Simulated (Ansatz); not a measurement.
Cs₂AgBiBr₆: a fit and a missing row

Cs₂AgBiBr₆, Fm-3m, a = 11.187 Å. The structure is a COD entry; whether it is the stable form wasn't checked. Ansatz: PBEsol, PAW, 420 eV, Γ-centred 4×4×4 mesh on 10 atoms, Gaussian smearing 0.02 eV; no spin polarisation. Shape and atoms are relaxed at each volume; pressure is positive in compression.

```
V (Å³/atom) P (GPa)
     32.904     1.96
     33.954     0.89
     35.005     0.00
     36.055        ?
     37.105    -1.31
```

Q: Take V0 = 35.005 Å³/atom, fit the third-order Birch–Murnaghan form to the other rows, and predict the missing pressure.

A: With the Eulerian strain f = ½[(V0/V)^(2/3) − 1] and y = P/[3f(1 + 2f)^(5/2)], the form is the line y = B0 + 1.5 B0 (B0′ − 4) f. Rows (f, y): 0.02106, 27.98; 0.01027, 27.46; -0.01905, 25.26. Means f = 0.004093, y = 26.900; Σ(Δf)² = 0.0008616, ΣΔfΔy = 0.05974; the slope is their ratio. y = 26.62 + 69.33 f GPa, so B0 = 26.6 GPa and B0′ = 4 + 2 × (69.33)/(3 × 26.62) = 5.74. At V = 36.055, f = -0.00976, y = 25.943 and P = -0.72 GPa. The run gave -0.72 GPa, the same to the digits shown.

Spin–orbit coupling is left out, which can shift energies with elements as heavy as these.

Cost: 5 runs of about 2.9 core-minutes in all, on Arm Neoverse V2 (shared hosts).